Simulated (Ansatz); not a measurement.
CaTlBr₃:
```cif
data_Br6Ca2Tl2
_chemical_formula_sum 'Ca2 Tl2 Br6'
_space_group_name_H-M_alt 'P 1'
_space_group_IT_number 1
_cell_length_a 7.32383
_cell_length_b 7.32383
_cell_length_c 10.84297
_cell_angle_alpha 90.000
_cell_angle_beta 90.000
_cell_angle_gamma 146.319
loop_
_space_group_symop_operation_xyz
  'x, y, z'
loop_
_atom_site_label
_atom_site_type_symbol
_atom_site_fract_x
_atom_site_fract_y
_atom_site_fract_z
_atom_site_occupancy
Ca1 Ca 0.00000 0.00000 0.00000 1
Ca2 Ca 0.00000 0.00000 0.50000 1
Tl1 Tl 0.25673 0.74327 0.25000 1
Tl2 Tl 0.74327 0.25673 0.75000 1
Br1 Br 0.63580 0.36420 0.04932 1
Br2 Br 0.36420 0.63580 0.95068 1
Br3 Br 0.36420 0.63580 0.54932 1
Br4 Br 0.63580 0.36420 0.45068 1
Br5 Br 0.93400 0.06600 0.25000 1
Br6 Br 0.06600 0.93400 0.75000 1
```

Relaxed with r²SCAN+D4. Plane-wave PAW r²SCAN+D4 (Ansatz code) gives a gap of 4.15 eV.

Q: What gap does HSE06 give on the same cell (Ansatz, PAW)?

A: 4.58 eV, 0.43 eV more. The hybrid was solved on a coarser mesh and at special points; its gap is the smallest among all of these.

Cost on shared cores: the r²SCAN+D4 run (SCF on a 7×7×3 mesh, then bands and DOS) around 8 core-minutes (rough), the HSE06 run (SCF on 4×4×2, then a few points) roughly 7 core-minutes; the tasks are unlike.

Space group Cmcm. The workflow started from a Materials Project entry (that database holds measured and hypothetical structures alike); the Crystallography Open Database copy checked does not list it. Its standing as an ambient phase is unchecked. Symmetry was held in the r²SCAN+D4 relaxation; its stability against distortions is not shown here. Scalar-relativistic: spin–orbit coupling is off unless named, which matters more the heavier the elements.

Potentials: the later of the program's two PAW sets.
